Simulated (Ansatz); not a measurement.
# Two states of EuCr2Si2

```xyz
5
Lattice="2.0873 3.6153 0.0000 -2.0873 3.6153 0.0000 0.0000 0.0000 7.2479" Properties=species:S:1:pos:R:3 pbc="T T T"
Eu    0.0000    0.0000    0.0000
Si    0.0000    2.4102    1.8968
Si    0.0000    4.8204    5.3511
Cr    0.0000    2.4102    4.5647
Cr    0.0000    4.8204    2.6832
```

Single point in Ansatz 0.2.0 with PBE. Cutoff 420 eV, PAW datasets, 7×7×4 Γ-centred k mesh, fermi-dirac filling (width 0.1 eV).

State A: Eu1 up, Cr4 down, Cr5 up (collinear spin). State B: Eu1 up, Cr4 up, Cr5 up (collinear spin).

Which state is lower, and how do they differ?

State B is lower by 8.4 meV an atom at zero smearing; in free energy at this smearing B lies -2.4 meV an atom from A.

```csv
state,free energy (meV/atom),largest moment in a small sphere (μB),net moment (μB/cell),gap on mesh (eV),pressure (GPa),largest force (eV/Å)
A,2.4,6.58,6.84,metal,-5.6,0.63
B,0.0,6.57,12.94,metal,-3.8,0.98
```

Origin: a known structure type with other elements, at an estimated volume, so it need not be a known compound. Caveats: f shells without a U or exact exchange are poorly placed.
